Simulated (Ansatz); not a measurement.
GaN: from a starting cell to a relaxed one

The start is a generated cell, GaN placed in the 4H structure type. Cell shape, volume and atoms are optimised at zero target pressure with r2SCAN (plane waves to 500 eV, PAW, scalar-relativistic; Ansatz, a quantum-chemistry and plane-wave program). The first steps use a coarse 8×8×3 k-mesh.

Initial structure:
```yaml
crystal:
  lattice:
    - [3.19992, 0.00000, 0.00000]
    - [-1.59996, 2.77121, 0.00000]
    - [0.00000, 0.00000, 10.47573]
  atoms:
    - { symbol: Ga, position: [0.00000, 0.00000, 0.00000] }
    - { symbol: Ga, position: [0.00000, 0.00000, 0.50000] }
    - { symbol: Ga, position: [0.66667, 0.33333, 0.75018] }
    - { symbol: Ga, position: [0.33333, 0.66667, 0.25018] }
    - { symbol: N, position: [0.00000, 0.00000, 0.81216] }
    - { symbol: N, position: [0.00000, 0.00000, 0.31216] }
    - { symbol: N, position: [0.66667, 0.33333, 0.56329] }
    - { symbol: N, position: [0.33333, 0.66667, 0.06329] }
```

* **Outcome**: The space group stays P6₃mc (No. 186) (the run could not lower it); the end is AFLOW prototype AB_hP8_186_ab_ab (B5, as in SiC), with 8 atoms in the primitive cell
* **Shortest distances (start → end)**: The closest pairs of elements (up to four, under 3.6 Å), start → end: Ga–N 1.96 → 1.95 Å; Ga–Ga 3.20 → 3.18 Å; N–N 3.20 → 3.18 Å
* **Band gap at the end**: 2.26 eV, direct at Γ (no spin-orbit coupling)
* **Optimiser moves**: 4

The end point of the relaxation:

```cif
data_Ga4N4
_chemical_formula_sum 'Ga4 N4'
_space_group_name_H-M_alt 'P63mc'
_space_group_IT_number 186
_space_group_name_Hall 'P 6c -2c'
_cell_length_a 3.18181
_cell_length_b 3.18181
_cell_length_c 10.37793
_cell_angle_alpha 90.000
_cell_angle_beta 90.000
_cell_angle_gamma 120.000
loop_
_atom_site_label
_atom_site_type_symbol
_atom_site_symmetry_multiplicity
_atom_site_Wyckoff_symbol
_atom_site_fract_x
_atom_site_fract_y
_atom_site_fract_z
_atom_site_occupancy
Ga1 Ga 2 a 0.00000 0.00000 0.00052 1
Ga2 Ga 2 b 0.33333 0.66667 0.25022 1
N1 N 2 a 0.00000 0.00000 0.31251 1
N2 N 2 b 0.33333 0.66667 0.06237 1
```

Final values are on a 12×12×4 k-mesh of the relaxed cell. No spin polarisation in the result.

The run could not lose the symmetry of its start.

The first start was generated by placing the elements on the sites of a structure type. A measured structure of GaN has the same space group, P6₃mc (No. 186); the sites were not compared with it.
